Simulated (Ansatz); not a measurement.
AgI (zinc blende, space group No. 216), PBEsol (plane waves, PAW; program Ansatz): ε∞ = 5.58, cell volume 67.08 Å³. Infrared-active transverse modes:

| ω_TO (cm⁻¹) | oscillator strength S_xx (e²/amu) |
|---|---|
| 106.8 | 0.02507 |

Q: Compute the static dielectric constant.

A: Each mode adds (4.921e7/V) S/ω²: 1.61. So ε0 = 7.19.

Q: What LO frequency does the Lyddane–Sachs–Teller relation give?

A: ω_LO = ω_TO √(ε0/ε∞) = 121 cm⁻¹.

Space group F-43m (zinc blende). The PBEsol relaxation kept the symmetry of its start; of distortions, only those at the zone centre were tested. The run is not spin-polarised. Scalar-relativistic: spin–orbit coupling is off unless named, which matters more the heavier the elements.

Potentials: the later of the program's two PAW sets.
